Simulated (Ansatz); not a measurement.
Phonons of BaGe (CrB-type structure)

Computed with Ansatz (plane waves, PAW, 420 eV cutoff): PBEsol, scalar-relativistic, no spin polarisation, Gaussian smearing of 0.15 eV; PAW files: Ansatz's generated set soft_2.

```
Ba Ge
1.0
     2.49433   -5.98034    0.00000
     2.49433    5.98034    0.00000
     0.00000    0.00000    4.23976
Ba Ge
2 2
Direct
  0.86202 0.13798 0.25000
  0.13798 0.86202 0.75000
  0.56426 0.43574 0.25000
  0.43574 0.56426 0.75000
```

The start was a prototype's sites filled with these elements; the Crystallography Open Database holds the compound in this structure.

Force constants come from finite displacements in a 2×2×2 supercell (the unit cell's 8×8×8 k-mesh, folded to it); the long-range dipole term is not included. Points in reciprocal vectors of this cell: Γ = (0.000, 0.000, 0.000), Y = (-0.500, 0.500, 0.000), C0 = (-0.293, 0.707, 0.000), Σ0 = (0.293, 0.293, 0.000), Z = (0.000, 0.000, 0.500), A0 = (0.293, 0.293, 0.500), E0 = (-0.293, 0.707, 0.500), T = (-0.500, 0.500, 0.500), S = (0.000, 0.500, 0.000), R = (0.000, 0.500, 0.500).

Task: Is the structure dynamically stable along this path, and where does the spectrum end?

Result: Yes: no branch is imaginary beyond numerical noise. The highest frequency is 190 cm⁻¹, at Γ. Points that don't fit the supercell are interpolated.

Frequencies at the named points (cm⁻¹, imaginary ones negative):
```tsv
point	ω (cm⁻¹)
Γ	0 0 0 71 76 90 102 106 107 120 188 190
Y	26 34 58 63 72 84 94 104 111 125 187 188
C0	49 65 68 69 74 95 97 100 108 123 187 188
Σ0	49 65 68 69 74 95 97 100 108 123 187 188
Z	68 68 76 76 83 83 103 103 111 111 172 172
A0	70 70 72 72 84 84 103 103 116 116 172 172
E0	70 70 72 72 84 84 103 103 116 116 172 172
T	64 64 76 76 82 82 103 103 117 117 173 173
S	50 68 69 70 72 92 96 99 110 125 187 188
R	69 69 71 71 86 86 104 104 114 114 172 172
```

Task: What does the harmonic approximation give for the vibrational free energy, entropy and heat capacity?

Result: Zero-point energy 18.7 meV/atom.
```json
{"T (K)": "100", "F_vib (meV/atom)": "10.0", "S (J/K per mole of atoms)": "20.1", "C_V (J/K per mole of atoms)": "20.7"}
{"T (K)": "200", "F_vib (meV/atom)": "-19.7", "S (J/K per mole of atoms)": "35.7", "C_V (J/K per mole of atoms)": "23.7"}
{"T (K)": "300", "F_vib (meV/atom)": "-62.1", "S (J/K per mole of atoms)": "45.5", "C_V (J/K per mole of atoms)": "24.4"}
{"T (K)": "400", "F_vib (meV/atom)": "-113.1", "S (J/K per mole of atoms)": "52.5", "C_V (J/K per mole of atoms)": "24.6"}
{"T (K)": "500", "F_vib (meV/atom)": "-170.5", "S (J/K per mole of atoms)": "58.0", "C_V (J/K per mole of atoms)": "24.7"}
{"T (K)": "600", "F_vib (meV/atom)": "-233.1", "S (J/K per mole of atoms)": "62.6", "C_V (J/K per mole of atoms)": "24.8"}
{"T (K)": "700", "F_vib (meV/atom)": "-299.9", "S (J/K per mole of atoms)": "66.4", "C_V (J/K per mole of atoms)": "24.8"}
{"T (K)": "800", "F_vib (meV/atom)": "-370.5", "S (J/K per mole of atoms)": "69.7", "C_V (J/K per mole of atoms)": "24.9"}
{"T (K)": "900", "F_vib (meV/atom)": "-444.3", "S (J/K per mole of atoms)": "72.6", "C_V (J/K per mole of atoms)": "24.9"}
{"T (K)": "1000", "F_vib (meV/atom)": "-520.9", "S (J/K per mole of atoms)": "75.3", "C_V (J/K per mole of atoms)": "24.9"}
```

The highest mode, 190 cm⁻¹, is worth 270 K. At 300 K the heat capacity has reached 98 % of the classical limit 3R = 24.9 J/K per mole of atoms, since all modes lie under k_BT.

The crystal is a metal or nearly so; low and unstable modes depend on mesh and smearing.

It ran for 28 min on 4 threads of Arm Neoverse V1, on a shared host, peak memory 6.9 GiB.

These numbers lack spin–orbit coupling.
